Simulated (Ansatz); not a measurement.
A plane-wave DFT run in Ansatz 0.2.0 (scalar-relativistic PAW potentials unless the input names others): input and command.

```yaml
crystal:
  lattice:
    - [2.162633606, -4.6337130736, 0.0]
    - [2.162633606, 4.6337130736, 0.0]
    - [0.0, 0.0, 3.2230395108]
  atoms:
    - { symbol: Zn, position: [0.8951082796, 0.1048917204, 0.25] }
    - { symbol: Zn, position: [0.1048917204, 0.8951082796, 0.75] }
    - { symbol: W, position: [0.6061309895, 0.3938690105, 0.25] }
    - { symbol: W, position: [0.3938690105, 0.6061309895, 0.75] }
basis:
  ecutwfc: 420
kpoints:
  mp_grid: { grid: [12, 12, 14], shift: [0.5, 0.5, 0.5] }
hamiltonian:
  xc: pbe
scf:
  occupations: { method: gaussian, width: 0.1 }
output:
  forces: true
  eigenvalues: true
  stress: true
```

```bash
ansatz run input.yaml --threads 1 --pin off --max-ram 2560MiB --backend cpu --events-out ev --progress --plain --runs-dir out
```

Abridged log:
```
Pseudopotentials: kind: paw
Pseudopotential: Zn, paw, valence charge 12, recommended cutoff 420 eV (normal)
Pseudopotential: W, paw, valence charge 14, recommended cutoff 420 eV (normal)
Functional definition: PBE
Crystal: 4 atoms, lattice volume = 64.596 Å³
Basis set: ecut = 420 eV, 1267 PW (Γ), exchange–correlation on 72×72×48 points (8 copies of the dense FFT grid, shifted against one another)
Bands: 32, of which v1, the nominal top of the filled ones, is band 26 counted from 1 (25 counted from 0)
Symmetry: 8 space group operations
Space group: Cmcm (ITA 63), of the structure as read, at distance tolerance 4.0e-5 Å
k-points: 294 of 2016
Initial density: superposition of atomic densities (neutral atoms: chi_scale 0, normalization atom), corrected by the library's trained network
Initial wavefunctions: pseudopotential atomic-orbital guess
Functional: x = pbe(κ = 0.804, μ = 0.21951497), c = pbe(β = 0.06672455)
SCF iter   1: F=—  HF=-27405.474080 eV  |F-HF|=—  |Δ(HF+E_count)|=         —  Δρ=5.55e-3  dr2=1.71e-2  ethr=1.77e-3  ⟨swp⟩=5.2  Hψ=40212  notcnv=0
SCF iter   2: F=—  HF=-27405.471662 eV  |F-HF|=—  |Δ(HF+E_count)|=   2.42e-3  Δρ=3.20e-3  dr2=7.03e-3  ethr=3.29e-5  ⟨swp⟩=1.0  Hψ=11762  notcnv=0
SCF iter   3: F=—  HF=-27405.470298 eV  |F-HF|=—  |Δ(HF+E_count)|=   1.36e-3  Δρ=4.71e-4  dr2=1.85e-4  ethr=1.35e-5  ⟨swp⟩=2.0  Hψ=12359  notcnv=0
SCF iter   4: F=—  HF=-27405.470268 eV  |F-HF|=—  |Δ(HF+E_count)|=   3.02e-5  Δρ=4.33e-4  dr2=1.11e-4  ethr=3.56e-7  ⟨swp⟩=2.0  Hψ=14141  notcnv=0
SCF iter   5: F=—  HF=-27405.470221 eV  |F-HF|=—  |Δ(HF+E_count)|=   4.67e-5  Δρ=9.72e-5  dr2=7.90e-6  ethr=2.13e-7  ⟨swp⟩=2.0  Hψ=14139  notcnv=0
SCF iter   6: F=—  HF=-27405.470223 eV  |F-HF|=—  |Δ(HF+E_count)|=   1.71e-6  Δρ=3.22e-5  dr2=7.00e-7  ethr=1.52e-8  ⟨swp⟩=2.0  Hψ=14307  notcnv=0
SCF iter   7: F=-27405.470223 eV  HF=-27405.470223 eV  |F-HF|=2.44e-8  |Δ(HF+E_count)|=   1.30e-8  Δρ=7.13e-6  dr2=4.66e-8  ethr=1.92e-10  ⟨swp⟩=8.4  Hψ=37700  notcnv=0
SCF 1 converged in 7 iterations: F = -27405.470223 eV  dr2 = 4.66e-8
SCF converged after 7 iterations
Free energy (F): -27405.470223 eV
Harris-Foulkes:  -27405.470223 eV  (|F-HF|=2.44e-8)
Internal energy: -27405.463588 eV  (E = F + TS)
E sigma→0 (E₀):  -27405.466906 eV
Entropy (-TS):   -0.006635 eV (-1.659 meV/atom)
Fermi energy:    15.704454 eV
--- Forces (eV/Å), atoms counted from 1 ---
  atom   1  Zn     0.00000000    -0.00132075     0.00000000
  atom   2  Zn     0.00000000     0.00132075     0.00000000
  atom   3  W      0.00000000     0.00483221     0.00000000
  atom   4  W      0.00000000    -0.00483221     0.00000000
--- Stress (GPa, compression-positive) ---
        0.043846       0.000000       0.000000
        0.000000       0.004686       0.000000
        0.000000       0.000000      -0.023423
  P = ⅓ Tr σ = 0.0084 GPa (0.084 kbar)
```

Apart from outputs, empty bands and the relaxation, which only the reference makes, the input differs from a reference run on usual settings in kpoints.mp_grid.shift: not typed → [0.5, 0.5, 0.5]. The reference, at the same geometry, ended its own course with pressure 0.01 GPa, largest force 0.004 eV/Å, no gap on the mesh. This run converged in 7 SCF iterations with an energy at zero smearing 0.13 meV/atom below the reference's, pressure 0.01 GPa, largest force 0.005 eV/Å, no gap on the mesh.

Time: 57 s on 1 thread of Arm Neoverse N1, with other jobs on the host, peak memory 0.66 GiB.